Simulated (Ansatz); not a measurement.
A generator proposed this cell of Ge4Pd.

```
Ge Pd
1.0
     3.53448   -3.71144    0.00000
     3.53448    3.71144    0.00000
     0.00000    0.00000    3.17385
Ge Pd
4 1
Direct
  0.81060 0.18940 0.50000
  0.18940 0.81060 0.50000
  0.28520 0.28520 0.00000
  0.71480 0.71480 0.00000
  0.00000 0.00000 0.00000
```

Level of theory: Ansatz 0.2.0, DFT PBE, scalar-relativistic, plane waves, PAW. Cutoff 420 eV; k points 4×4×6 on the computed 5-atom cell (Γ-centred); Gaussian smearing, width 0.10 eV; no spin polarisation.

Formation energies are uncorrected and refer to the elements' standard structures at the same level.

Task: How far from equilibrium is it?

Result: The pressure is 68.7 GPa (the mean over three directions, positive in compression), the largest force is 11.36 eV/Å, and the energy is +1.92 eV/atom against the elements. The shortest distance is 2.02 Å.

Task: How much does it gain on relaxing, and where does it end?

Result: Relaxing gains about 1.9 eV/atom (the start's value is from the coarse mesh, so the gain is rough) in 17 ionic steps and ends at +0.03 eV/atom on the finer mesh. The symmetry stays Cmmm (No. 65). The volume per atom grows by 15.5 %, from 16.7 to 19.2 Å³. The shortest distance goes from 2.02 Å (Ge–Pd) to 2.54 Å (Ge–Pd). Conventional cell: a = 7.824 Å, b = 8.209 Å, c = 2.994 Å. Ge on a site of symmetry 2mm has 2 Pd at 2.62 Å, 4 Ge at 2.79 Å and 2 Ge at 2.99 Å; Ge on a site of symmetry m2m is surrounded by 1 Pd at 2.54 Å, 4 Ge at 2.79 Å and 3 Ge at 2.99–3.13 Å; Pd has 6 Ge at 2.54–2.62 Å and 2 Pd at 2.99 Å.

The last run used an 8×8×12 mesh (in the run's order of axes) for its 5-atom cell and Gaussian smearing of 0.10 eV. For metals, differences of a few meV/atom aren't resolved. The relaxation can't lower the symmetry of the start. A structure relaxed within its symmetry needn't be a true minimum. Another cell of Ge4Pd relaxed alike, in P4/mmm, lies 17 meV/atom lower, so this cell isn't the stable form at this level.
